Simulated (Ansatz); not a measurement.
Values for one crystal, relaxed and computed with the program Ansatz at the LDA level (PAW); other levels are named.

```yaml
volume_per_atom: 12.50 Å³
electronic_character: metallic (no gap)
Bulk modulus (Birch–Murnaghan fit): 247 GPa
Poisson's ratio: 0.21
Density of states at the Fermi level: 0.13 states/eV per atom (mean over ±0.08 eV)
Pressure derivative B′: 4.0
zone_centre_stability: no imaginary mode at Γ
```

### Question
Which compound is it?
A. YN, rock salt
B. Ge2Mo, MoSi2 or CaC2 type
C. ZrC, rock salt
D. TiS2, CdI2 type

### Answer
C, ZrC, rock salt

Space group Fm-3m (rock salt). The LDA relaxation kept the symmetry of its start. No spin polarisation was allowed. Scalar-relativistic: spin–orbit coupling is off unless named, which matters more the heavier the elements.

Potentials: the later of the program's two PAW sets.
